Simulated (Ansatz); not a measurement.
A relaxed database cell of Te2Ru: Pa-3 (No. 205), cP12; a = 6.4417 Å, b = 6.4417 Å, c = 6.4417 Å, α = 90.00°, β = 90.00°, γ = 90.00°; Te 8c (0.373, 0.373, 0.373); Ru 4a (0.000, 0.000, 0.000). Calculation: r2SCAN (plane waves to 500 eV, PAW, scalar-relativistic; Ansatz, a first-principles code). Element references, the lowest calculated here: Ru (P6₃/mmc), Te (P3₁21).

Q: Estimate the formation energy of this Pa-3 form of Te2Ru from the elements that r2SCAN returns for this input.

A: -0.39 eV/atom.

A lower structure of this composition may exist.

Static energies, no anion corrections, no zero-point energy. Values are rounded to 0.01 eV/atom. Not shown to be the ambient phase of their composition (a lower form may be missing, and a cell relaxed within its start's symmetry can be a saddle point): Te2Ru (Pa-3). Spin-orbit coupling is missing from these energies, which matters for elements this heavy. The relaxed cell holds bonded Te–Te pairs (2.83 Å). The compounds carry no spin polarisation.
